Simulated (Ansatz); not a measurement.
CaB₆ (Pm-3m), relaxed with LDA (Ansatz, a first-principles code, plane waves, PAW): a = b = c = 4.088 Å, α = β = γ = 90.00°.

- ΔH_f (eV/atom) = -0.41
- B₀ by P(V) fit (GPa) = 160
- K_Hill (GPa) = 160
- G_Hill (GPa) = 86.9
- highest Γ mode, no LO–TO term (cm⁻¹) = 1313
- Θ_D (K) = 905

Q: The same phase is relaxed and computed with PBEsol in the same code. What are the cell and these values now?

A: a = 4.126 Å, b = 4.126 Å, c = 4.126 Å, α = 90.00°, β = 90.00°, γ = 90.00°.

* **ΔH_f (eV/atom)**: -0.39
* **B₀ by P(V) fit (GPa)**: 152
* **K_Hill (GPa)**: 153
* **G_Hill (GPa)**: 83.9
* **highest Γ mode, no LO–TO term (cm⁻¹)**: 1285
* **Θ_D (K)**: 893

All cells were relaxed under the symmetry of their starts (and spin orders); stability against distortions was not tested throughout.

Potentials: the later of the program's two PAW sets.

Ansatz is a plane-wave DFT program.

Formation energies count from the lowest solids of the elements computed at the same level, not from gases.
